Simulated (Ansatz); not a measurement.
NaCaI3 built on the cubic perovskite prototype, relaxed with r2SCAN in Ansatz. It is cubic, Pm-3m (No. 221); a = 6.126 Å in the conventional setting, 45.98 Å³ an atom. Na is surrounded by 12 I at 4.33 Å; Ca is surrounded by 6 I at 3.06 Å; I is surrounded by 2 Ca at 3.06 Å and 4 Na at 4.33 Å.

The axes x, y and z are those of this cell:
```yaml
crystal:
  lattice:
    - [6.12590, 0.00000, 0.00000]
    - [0.00000, 6.12590, 0.00000]
    - [0.00000, 0.00000, 6.12590]
  atoms:
    - { symbol: Na, position: [0.00000, 0.00000, 0.00000] }
    - { symbol: Ca, position: [0.50000, 0.50000, 0.50000] }
    - { symbol: I, position: [0.50000, 0.50000, 0.00000] }
    - { symbol: I, position: [0.50000, 0.00000, 0.50000] }
    - { symbol: I, position: [0.00000, 0.50000, 0.50000] }
```

Unstrained: With PBE the valence top lies at R and the conduction bottom at Γ, 2.402 eV higher; the smallest vertical gap, at Γ, is 2.749 eV. The r2SCAN gap is indirect, 3.075 eV (R to Γ), below the direct gap of 3.438 eV at Γ. The HSE06 gap is indirect, 3.340 eV (R to Γ), below the direct gap of 3.711 eV at R. Meshes: PBE 4×4×4, r2SCAN 4×4×4, HSE06 2×2×2. Strains are changes of length per length. After each strain the atoms were relaxed again with r2SCAN within the symmetry that the strain leaves, so tilts or polar shifts that break it weren't tested; points keep the names that they have in the unstrained zone. The cell comes from a prototype generator: it can be a known phase or a hypothetical one. Spin polarisation is off.

Problem. Estimate what isotropic +0.5 % on every length does to the gap.

Solution. PBE: the gap goes from 2.402 to 2.406 eV (+0.004 eV). r2SCAN: the gap goes from 3.075 to 3.083 eV (+0.008 eV). HSE06: the gap goes from 3.340 to 3.345 eV (+0.005 eV). The r2SCAN energy rises by 0.5 meV an atom.

Problem. Estimate what uniaxial +1.0 % along x, other directions held does to the gap.

Solution. PBE: the gap goes from 2.402 to 2.390 eV (-0.012 eV). r2SCAN: the gap goes from 3.075 to 3.066 eV (-0.009 eV). HSE06: the gap goes from 3.340 to 3.328 eV (-0.012 eV). The r2SCAN energy rises by 0.5 meV an atom.

Problem. Apply epitaxial +3.0 % in the xy plane, free normal strain -1.01 %. How far does the gap move, against the unstrained cell?

Solution. PBE: the gap goes from 2.402 to 2.391 eV (-0.011 eV). r2SCAN: the gap goes from 3.075 to 3.078 eV (+0.003 eV). HSE06: the gap goes from 3.340 to 3.333 eV (-0.007 eV). The r2SCAN energy rises by 9.4 meV an atom.

Problem. Estimate what isotropic -1.0 % on every length does to the gap.

Solution. PBE: the gap goes from 2.402 to 2.393 eV (-0.009 eV). r2SCAN: the gap goes from 3.075 to 3.058 eV (-0.017 eV). HSE06: the gap goes from 3.340 to 3.327 eV (-0.013 eV). The r2SCAN energy rises by 2.2 meV an atom.

Spin-orbit coupling is left out, which matters wherever the heavy atoms make up the band edges.

The meshes of the hybrids are coarse, so their gaps aren't converged to the digits shown.
